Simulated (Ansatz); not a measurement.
The relaxed structure here is a generated cell of As: the first start was made by placing the elements on the sites of a structure type, and the end was not matched to a known phase here, so it may be hypothetical. Known forms of As include space group No. 166.

One starting cell of As (a generated trial cell of As in the hcp structure type) was relaxed twice with Ansatz (plane waves, PAW, scalar-relativistic): with r2SCAN at 500 eV and with PBE at 420 eV. The r2SCAN result:

```
CELL_PARAMETERS angstrom
      3.64946     0.00000     0.00000
     -1.82473     3.16053     0.00000
      0.00000     0.00000     3.52859
ATOMIC_POSITIONS crystal
  As 0.33333 0.66667 0.75000
  As 0.66667 0.33333 0.25000
```

| quantity | r2SCAN | PBE |
|---|---|---|
| space group | P6₃/mmc | P6₃/mmc |
| volume (Å³/atom) | 20.35 | ___ |
| a (Å) | 3.649 | ___ |
| c (Å) | 3.529 | ___ |
| gap (eV, no spin-orbit coupling) | 0.00 | ___ |

### Question
What does PBE give for the same quantities?

### Answer

- volume (Å³/atom), PBE: 20.79
- a (Å), PBE: 3.673
- c (Å), PBE: 3.559
- gap (eV, no spin-orbit coupling), PBE: 0.00

Both levels end in the same structure; PBE's volume is 2.1 % larger. Neither column is exact.

No spin polarisation in the result.

The run could not lose the symmetry of its start: the end is stationary, and may be a saddle point rather than a minimum.

All atoms sit on sites fixed by symmetry, so only the cell could relax.

Ansatz is an electronic-structure program.
